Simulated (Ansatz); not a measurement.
YbSi2:
Space group I4₁/amd, origin choice 1 (No. 141); a = b = 3.9683 Å, c = 13.7053 Å, α = β = γ = 90.00°

```
atom  site  symmetry       x       y       z
----  ----  --------  ------  ------  ------
Yb      4b      -4m2  0.0000  0.0000  0.5000
Si      8e      2mm.  0.0000  0.0000  0.0829
```
(The calculation used a cell of 6 atoms; values per cell refer to that cell.)

Relaxed at zero pressure with PBEsol in the plane-wave PAW code Ansatz.

Question: The volume is raised by 9 % and shape and atoms relax at that volume. What pressure results, and how do the axes share the change?

Answer: -4.5 GPa; a 4.8 %, b 4.8 %, c -0.7 %; the energy rises by 25 meV/atom.

Question: Give the new structure.

Answer: 
Space group I4₁/amd, origin choice 1 (No. 141); a = 4.157 Å, b = 4.157 Å, c = 13.612 Å, α = 90.00°, β = 90.00°, γ = 90.00°

```csv
atom,site,symmetry,x,y,z
Yb,4b,-4m2,0.0000,0.0000,0.5000
Si,8e,2mm.,0.0000,0.0000,0.0845
```

The phase is kept; no other phase was compared at this pressure.

Space group I4_1/amd. The first step of the workflow began from a Materials Project structure, measured or hypothetical; the Crystallography Open Database copy checked does not list it. COD files the formula under space group No. 191. Whether it is the stable phase at ambient conditions was not checked. The PBEsol relaxation kept the symmetry of its start; its stability against distortions is not shown here. No spin polarisation was allowed. The 4f shell is in the valence. No Hubbard U is applied. Scalar-relativistic: spin–orbit coupling is off unless named, which matters more the heavier the elements.

Potentials: the later of the program's two PAW sets.
